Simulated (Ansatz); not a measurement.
The elements of this relaxed trial crystal are hidden behind letters.

```
lattice vectors (Å)
   6.0438    0.0000    0.0000
   0.0000    6.0438    0.0000
   0.0000    0.0000    6.0438
fractional positions
X 0.0000 0.5000 0.5000
X 0.5000 0.0000 0.5000
X 0.5000 0.5000 0.0000
Z 0.0000 0.0000 0.0000
Q 0.2556 0.2556 0.7444
Q 0.2556 0.7444 0.2556
Q 0.7444 0.2556 0.2556
Q 0.7444 0.7444 0.7444
```

All numbers below come from DFT PBE, scalar-relativistic, plane waves, PAW (Ansatz). Cutoff 420 eV, Γ-centred 6×6×6 mesh (8-atom cell), Gaussian smearing of 0.02 eV, no spin polarisation.

```
Space group                              : P-43m (No. 215)
Conventional cell                        : a = 6.044 Å
Volume per atom                          : 27.60 Å³
Density                                  : 3.77 g/cm³
Formation energy                         : −1.099 eV/atom
Gap on the 6×6×6 mesh of the 8-atom cell : 1.93 eV
```

Energies are uncorrected and count from the elements' standard states at the same level.

Question: X is an s-block element of period 3, Z is a d-block element of period 5 and Q is a p-block element of period 4. Which elements are they?

Answer: X = Mg, Z = Cd, Q = Se, so the formula is Mg3CdSe4. Density times volume gives a mean mass of 3.77 × 27.60/1.6605 = 62.7 u per atom, and this set has 62.7 u. Mg is surrounded by 4 Se at 2.60 Å; around Cd lie 4 Se at 2.68 Å; Se is surrounded by 3 Mg at 2.60 Å and 1 Cd at 2.68 Å. Other sets within the hints have nearly the same mass, so mass alone doesn't settle it; this one was computed.

Kohn–Sham gaps at this level usually fall short of measured ones. Symmetry constrained the relaxation, so the result can be a saddle point.
